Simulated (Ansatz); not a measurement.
SiS2:
```xyz
6
Lattice="-2.7773 2.7773 4.3481 2.7773 -2.7773 4.3481 2.7773 2.7773 -4.3481" Properties=species:S:1:pos:R:3 pbc="T T T"
Si     0.0000     2.7773     2.1741
Si     0.0000     0.0000     0.0000
S      1.3887     1.2088    -1.0870
S      1.2088     4.1660     1.0870
S      1.3887     1.5686     3.2611
S      1.5686    -1.3887     5.4352
```

Relaxed with r²SCAN. r²SCAN (plane waves, PAW; program Ansatz) gives a gap of 3.54 eV.

**Question.** What gap does HSE06 give on the same cell (Ansatz, PAW)?

**Answer.** 4.20 eV, 0.67 eV more. The hybrid was solved on a coarser mesh and at special points; its gap is the smallest among all of these.

Cost on shared cores: the r²SCAN run (SCF on a 7×7×7 mesh, then bands and DOS) around 2.4 core-minutes (rough), the HSE06 run (SCF on 4×4×4, then a few points) about 120 core-seconds (a rough figure); the tasks are unlike.

Space group I-42d. The workflow started from a Materials Project entry (that database holds measured and hypothetical structures alike); the Crystallography Open Database files this formula in space group No. 122, but the cells were not matched. Its standing as an ambient phase is unchecked. Symmetry was held in the r²SCAN relaxation; whether a distortion lowers the energy is not shown.

Potentials: the later of the program's two PAW sets.
